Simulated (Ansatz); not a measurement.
**How the vibrations of Ti3Ag change with volume**

The calculation used DFT LDA, scalar-relativistic, plane waves, PAW in Ansatz. Cutoff 420 eV, 10×10×10 k-points (Γ-centred), Fermi-Dirac smearing of 0.15 eV. No spin polarisation. Phonons by linear response, acoustic sum rule imposed.

Equilibrium structure at this level:
```cif
data_structure
_symmetry_space_group_name_H-M 'Pm-3m'
_symmetry_Int_Tables_number 221
_cell_length_a 3.9935
_cell_length_b 3.9935
_cell_length_c 3.9935
_cell_angle_alpha 90.000
_cell_angle_beta 90.000
_cell_angle_gamma 90.000
_cell_volume 63.69
loop_
_atom_site_label
_atom_site_type_symbol
_atom_site_symmetry_multiplicity
_atom_site_Wyckoff_symbol
_atom_site_fract_x
_atom_site_fract_y
_atom_site_fract_z
_atom_site_occupancy
Ti1 Ti 3 c 0.00000 0.50000 0.50000 1
Ag1 Ag 1 a 0.00000 0.00000 0.00000 1
```

In a metal, frequencies depend on the k mesh and the smearing, soft modes most.

Cells at 0.98 and 1.02 times the equilibrium volume were relaxed in shape and atoms; γ = −d ln ν / d ln V, modes matched by rank.

Problem. Give the optical frequencies at Γ (cm⁻¹) at the three volumes and the mode Grüneisen parameters.

Solution.
| 0.98 V | V | 1.02 V | γ | degeneracy |
| --- | --- | --- | --- | --- |
| 165 | 160 | 154 | 1.71 | 3 |
| 167 | 163 | 159 | 1.08 | 3 |
| 265 | 255 | 245 | 1.98 | 3 |

Problem. What pressures hold the two strained cells, and what bulk modulus follows?

Solution. 2.84 GPa at 0.98 V and -2.56 GPa at 1.02 V, so B = −dP/d ln V ≈ 135 GPa.

Cost: 6 runs of about 21 core-minutes in all, on Arm Neoverse V2 (shared hosts).